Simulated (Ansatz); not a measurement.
Conduction electrons in TiRh (P4/mmm)

```
Ti Rh
1.0
     2.92092    0.00000    0.00000
     0.00000    2.92092    0.00000
     0.00000    0.00000    3.38546
Ti Rh
1 1
Direct
  0.50000 0.50000 0.50000
  0.00000 0.00000 0.00000
```

Unless marked otherwise, the numbers come from PBEsol, all-electron LAPW in Ansatz 0.2.0, with spin-orbit coupling. k mesh 12×12×10, fine mesh 14×14×12, Fermi-Dirac smearing of 0.100 eV, basis error target 1 meV/atom. The cell was relaxed by PAW under this functional.

Levels and slopes are solved on a 14×14×12 mesh, and each state is taken as quadratic over its cell.

Problem. What is the density of states at the Fermi level, and which bare Sommerfeld coefficient follows?

Solution. N(E_F) = 1.34 states/eV/atom (both spins), so γ = (π²/3) k_B² N(E_F) = 3.16 mJ/(mol-atom K²) without electron-phonon or spin-fluctuation enhancement.

Problem. What Drude plasma energy and σ/τ do the band velocities give?

Solution. (ħω_p,α)² = (e²/ε₀VN_k) Σ_nkσ (∂E/∂k_α)² δ(E − E_F) gives ħω_p = (5.62, 5.62, 7.08) eV along x, y, z, and σ/τ = ε₀ω_p² = 6.47×10²⁰ Ω⁻¹m⁻¹s⁻¹ along x. Weighted by the density of states, the mean Fermi speed is 0.354×10⁶ m/s; the surface has an area of 26.8 Å⁻² for each spin direction.

Problem. Which bands cross the Fermi level, and what do they carry?

Solution. 

| band | filled part | N (states/eV/cell) | speed (10⁶ m/s) | 5th to 95th percentile | area (Å⁻²) | filling |
| --- | --- | --- | --- | --- | --- | --- |
| 1 | 0.97 | 0.0476 | 0.78 | 0.49 to 1.02 | 2.1 | nearly full |
| 2 | 0.97 | 0.0476 | 0.78 | 0.49 to 1.02 | 2.1 | nearly full |
| 3 | 0.44 | 0.947 | 0.324 | 0.09 to 0.59 | 17.4 | partly filled |
| 4 | 0.44 | 0.947 | 0.324 | 0.09 to 0.59 | 17.4 | partly filled |
| 5 | 0.09 | 0.348 | 0.376 | 0.20 to 0.63 | 7.39 | nearly empty |
| 6 | 0.09 | 0.348 | 0.376 | 0.20 to 0.63 | 7.39 | nearly empty |

Problem. Map the plane k₃ = 1/2 of the mesh: how many bands lie under the Fermi level at each point, counted from the least on the plane?

Solution. k₁ runs to the right and k₂ upwards, each from −½ to ½ with 0 in the middle (the axes needn't be at right angles):
```
64444422244444
44444444444444
44444444444444
44444466644444
44444666664444
02446666666442
02446666666442
02446666666442
44444666664444
44444466644444
44444444444444
44444444444444
64444422244444
66444400044446
```

Problem. What does PAW give for the same cell?

Solution. N(E_F) = 1.34 states/eV/atom and ħω_p,x = 5.62 eV.

Problem. And without spin-orbit coupling?

Solution. N(E_F) = 1.34 states/eV/atom and ħω_p,x = 5.69 eV, on a 20×20×16 mesh.

Limits of these numbers: these sums move with the mesh, by several per cent and more for small sheets; the frozen-core PAW files of the compared runs were fitted under PBE, their cores solved anew for this functional.
